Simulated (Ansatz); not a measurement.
**Density of states of SrBr$_{2}$**

```
CELL_PARAMETERS angstrom
4.20181 0.00000 0.00000
-2.10091 3.63888 0.00000
0.00000 0.00000 7.28986
ATOMIC_POSITIONS crystal
Sr 0.00000 0.00000 0.00000
Br 0.33333 0.66667 0.24381
Br 0.33333 0.66667 0.75619
```

The structure comes from a relaxation in the same program, started in the MoS2 1H type, and has space group P-6m2. Whether it is a known phase or the ground state wasn't checked.

All numbers below come from Ansatz 0.2.0, DFT, LDA, all-electron LAPW, scalar-relativistic.

Settings: a Γ-centred 10×10×5 k mesh, Fermi–Dirac smearing of 0.03 eV, basis error target 0.5 meV/atom, no spin polarisation.

States per eV and cell, averaged over 0.6 eV, from -2.7 to 3.7 eV, with energies (bin centres) from the valence-band top; empty bins are left out. The partial columns, the largest 3 alone, are projections on Löwdin-orthogonalised atomic shells (those that the program's projection atoms carry: the occupied ones and, for some elements, an empty d or f shell; other empty shells have no column), summed over atoms of an element. Weights on diffuse s and p shells depend on that basis and aren't pure angular character.

```
E (eV)  total  Br 4p  Sr 5s  Sr 4p
  -2.5   1.50   1.31   0.13   0.00
  -1.9   5.59   5.09   0.28   0.04
  -1.3   6.19   5.93   0.04   0.04
  -0.7   5.04   4.89   0.00   0.02
  -0.1   1.69   1.65   0.00   0.01
   3.5   0.05   0.00   0.00   0.00
```

Which of the resolved shells contributes most in the top eV of the valence band?

Br 4p, with 97 % of all states there; Sr 4p follows with 0 %.
